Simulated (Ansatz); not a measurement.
Relaxed CsPbBr3 (cubic perovskite):

```xyz
10
Lattice="12.0056 0.0000 0.0000 0.0000 6.0028 0.0000 0.0000 0.0000 6.0028" Properties=species:S:1:pos:R:3 pbc="T T T"
Cs     0.0000     0.0000     0.0000
Cs     6.0028     0.0000     0.0000
Pb     3.0014     3.0014     3.0014
Pb     9.0042     3.0014     3.0014
Br     0.0000     3.0014     3.0014
Br     6.0028     3.0014     3.0014
Br     3.0014     3.0014     0.0000
Br     9.0042     3.0014     0.0000
Br     3.0014     0.0000     3.0014
Br     9.0042     0.0000     3.0014
```

The atoms are displaced by Q × the pattern below (from a DFPT mode at X = (0.5, 0.0, 0.0), largest move 1; Q in Å), at fixed cell. It is one choice among 2 degenerate patterns. (q is in reciprocal vectors of the primitive cell; the cell shown is doubled to hold the pattern.)

```json
[
 {"atom": "Pb3", "x": "0.000", "y": "0.000", "z": "-0.278"},
 {"atom": "Pb4", "x": "0.000", "y": "0.000", "z": "0.278"},
 {"atom": "Br7", "x": "0.000", "y": "0.000", "z": "1.000"},
 {"atom": "Br8", "x": "0.000", "y": "0.000", "z": "-1.000"},
 {"atom": "Br9", "x": "0.000", "y": "0.000", "z": "-0.129"},
 {"atom": "Br10", "x": "0.000", "y": "0.000", "z": "0.129"}
]
```

Atoms not listed stay in place.

Calculation: PBE (plane waves to 420 eV, PAW, scalar-relativistic; Ansatz, a first-principles code). k mesh 3×6×6 (Γ-centred), Fermi-Dirac smearing 0.05 eV. CsPbBr3 was relaxed with its symmetry unable to fall. Spin-orbit coupling is left out, though Pb is heavy. This is a high-temperature form of CsPbBr3. 

```csv
Q (Å),−dE/dQ from forces (eV/Å)
-0.100,0.521
-0.083,0.413
-0.067,0.317
-0.050,0.229
-0.033,0.149
-0.017,0.073
0.000,0.000
0.017,-0.073
0.033,-0.149
0.050,-0.229
0.067,-0.317
0.083,-0.413
0.100,-0.521
```

### Question
What harmonic wavenumber does the curvature at Q = 0 give?

### Answer
78 cm⁻¹. E″ = 4.38 eV/Å², M = Σ mᵢ|uᵢ|² = 194.5 u, ν̃ = 521.5·√(|E″|/M).

(For displaced atoms, the force is minus the slope of the energy, and its curvature is a force constant, which sets phonon frequencies.)
